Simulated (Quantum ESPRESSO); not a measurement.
AlCu4GaAgNb, a guest atom moved from site to site

Simulated, not a measurement. The program is pw.x of Quantum ESPRESSO 7.5 (plane-wave density functional theory). The cell is made up: eight metal atoms on a hexagonal close-packed lattice, with elements, volume, strain and displacements drawn at random and not relaxed, so it may be unstable or far from any real phase. PseudoDojo standard norm-conserving files set the functional (PBE unless stated); there is no spin polarisation or spin-orbit coupling, the Fermi-Dirac width of 0.25 eV means electrons at about 2900 K, and the masses in the input are unused placeholders. The copper pseudopotential is less sure than most, with forces differing by about three percent and pressure by about two GPa from a second method on plain copper. A spin test at this wide smearing found no moment, but such smearing suppresses magnetism that the real alloy may have.

The runs move one Al atom among sites that otherwise hold Cu. Cell, positions, cutoff, mesh and smearing stay as in the input of run 1; sites are counted in its order. Stress in the tables is positive in tension.

Input of run 1:

```
&control calculation='scf', pseudo_dir='./dojo.nc.sr.pbe.v0_5.standard.upf', outdir='./o', disk_io='minimal', tprnfor=.true., tstress=.true. /
&system ibrav=0, nat=8, ntyp=5, nbnd=71, ecutwfc=92.02030273, nosym=.true., tot_charge=0,
 occupations='smearing', smearing='fd', degauss=0.0183746611
/
&electrons conv_thr=1.470e-08, electron_maxstep=70, mixing_beta=0.5 /
ATOMIC_SPECIES
Ag 1.0 Ag.upf
Al 1.0 Al.upf
Cu 1.0 Cu.upf
Ga 1.0 Ga.upf
Nb 1.0 Nb.upf
CELL_PARAMETERS angstrom
0.0 4.755 0.0
2.7453 0.0 4.3836
2.7453 0.0 -4.3836
ATOMIC_POSITIONS angstrom
Al -0.1192 0.0013 -0.1128
Cu 2.7557 0.0172 -0.0301
Cu 2.718 1.5261 -2.2787
Cu 2.6849 1.5355 2.2122
Ga 1.3547 2.3396 -0.1098
Ag 4.0784 2.2847 0.0004
Cu 1.4078 3.9621 -2.1437
Nb 1.4981 3.9627 2.2454
K_POINTS automatic
5 5 5 1 1 1
```

| run | elements on sites 1 to 8 | free energy less that of run 1 (eV) | -TS (eV) | pressure (GPa) | stress xx (GPa) | stress yy (GPa) | stress zz (GPa) | stress yz (GPa) | stress xz (GPa) | stress xy (GPa) | iterations |
| --- | --- | --- | --- | --- | --- | --- | --- | --- | --- | --- | --- |
| 1 | Al Cu Cu Cu Ga Ag Cu Nb | 0.000 | -0.979 | 4.51 | -4.55 | -2.27 | -6.71 | 0.63 | -2.29 | -2.70 | 13 |
| 2 | Cu Al Cu Cu Ga Ag Cu Nb | -0.112 | -0.973 | 4.28 | -4.42 | -2.43 | -5.98 | 1.27 | 0.29 | -0.75 | 15 |
| 3 | Cu Cu Cu Al Ga Ag Cu Nb | 0.197 | -1.062 | 5.06 | -4.89 | -3.70 | -6.60 | 1.20 | -1.83 | -1.76 | 15 |
| 4 | Cu Cu Cu Cu Ga Ag Al Nb | -0.217 | -0.953 | 4.34 | -4.98 | -0.93 | -7.11 | 2.02 | -0.84 | -1.60 | 15 |

Forces Fx Fy Fz (eV/Å):

```
site              run 1              run 2              run 3              run 4
   1     1.32 0.07 2.20     1.15 0.01 1.29     1.08 0.02 1.28     1.06 0.03 1.29
   2   -0.44 -0.18 0.10   -0.24 -0.31 0.19   -0.43 -0.20 0.11   -0.38 -0.18 0.18
   3    0.16 -0.25 0.30    0.11 -0.18 0.36    0.13 -0.19 0.38    0.25 -0.16 0.36
   4    0.57 0.03 -0.28   0.53 -0.02 -0.27   0.75 -0.17 -0.56    0.40 0.02 -0.26
   5     0.35 0.38 0.24    -0.52 0.44 0.22     0.11 0.50 0.42   -0.10 -0.21 0.73
   6    -0.40 0.27 0.65    -0.07 0.25 0.66    -0.21 0.37 0.75    -0.25 0.26 0.59
   7    0.25 0.33 -0.21    0.31 0.32 -0.23    0.30 0.25 -0.24    0.61 0.69 -0.71
   8  -1.81 -0.65 -3.00  -1.26 -0.52 -2.22  -1.73 -0.58 -2.14  -1.57 -0.45 -2.18
```

The sites are displaced and not relaxed, so the energy differences mix bonding between neighbours with strain and are not ordering energies. A rerun of one cell of this series at a higher cutoff and on a denser mesh moved values by no more than 0.006 eV in energy, 0.09 GPa in stress and 0.007 eV/Å in force, and a second program with other atomic files agreed on that cell to 2 % rms in force and 0.5 GPa in pressure.